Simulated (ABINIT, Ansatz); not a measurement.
This is a calculation of WS for Ansatz 0.2.0. Atoms were shifted at random by some hundredths of an Å from the given cell, which wasn't relaxed again for these runs. The cell comes from a database or a generator and needn't be the stable form of this composition.

Contents of input.yaml:

```yaml
crystal:
  lattice:
    - [3.00789, 0.0, 0.0]
    - [0.0, 3.00789, 0.0]
    - [0.0, 0.0, 3.00789]
  atoms:
    - { symbol: W, position: [0.492622, 0.502063, 0.495699] }
    - { symbol: S, position: [-0.009366, -0.010022, 0.008871] }
hamiltonian:
  xc: pbe
  pseudopotentials: { kind: paw }
kpoints:
  mp_grid: { grid: [9, 9, 9] }
scf:
  occupations: { method: fermi_dirac, width: 0.05 }
output:
  forces: true
  stress: true
  eigenvalues: true
  write_density: true
  write_potential: true
  elf: true
  volumetric_format: npy
```

Potentials or basis: Ansatz PAW.

Launch:

```sh
$ ansatz run input.yaml --threads 1 --pin off --max-ram 3584MiB --backend cpu --events-out ev --progress --plain --runs-dir out
```

Translate it to ABINIT 10.8.3 (patched build). Potentials or basis there: JTH PAW PBE v2.0, cutoff 544 eV.

As run (cutoffs and basis follow the program's own potentials, and thresholds, step limits or extra output files can differ):

File run.abi:

```
# Pseudopotentials
pp_dirpath "./"
pseudos "W.GGA_PBE-JTH.xml, S.GGA_PBE-JTH.xml"

# Structure
acell 5.684088313 5.684088313 5.684088313
rprim
     1.0000000000     0.0000000000     0.0000000000
     0.0000000000     1.0000000000     0.0000000000
     0.0000000000     0.0000000000     1.0000000000
ntypat 2
znucl 74 16
natom 2
typat 1 2
xred
     0.4926220000     0.5020630000     0.4956990000
    -0.0093660000    -0.0100220000     0.0088710000
chkprim 0
chksymtnons 0
tolsym 1.0e-6

# Plane-wave basis
ecut 544.227725 eV
pawecutdg 40.0
pawxcdev 0

# k points
kptopt 1
ngkpt 9 9 9
nshiftk 1
shiftk 0.0 0.0 0.0

# Exchange and correlation
ixc 11

# Bands and occupations
nband 14
occopt 3
tsmear 0.05 eV

# SCF cycle
nstep 100
tolvrs 1.0e-9

# Output
iomode 3
prtwf 0
prtden 0
prteig 0
prtebands 0
```

Potentials or basis: JTH PAW PBE v2.0.

Launch:

```bash
$ abinit run.abi > log 2>&1
```

Both were run:

|  | Ansatz | ABINIT |
| --- | --- | --- |
| Pressure | 0.6 GPa | 0.4 GPa |
| Largest force | 0.199 eV/Å | 0.197 eV/Å |
| Energy over the undisturbed cell | 2.7 meV/atom | 2.7 meV/atom |

Ansatz's pressure holds a Pulay term of +0.05 GPa for its cutoff of 420 eV, which the other run lacks.

Where Ansatz's input types no cutoff or centring, it takes its own default and a Γ-centred mesh.

Pressure is positive in compression.
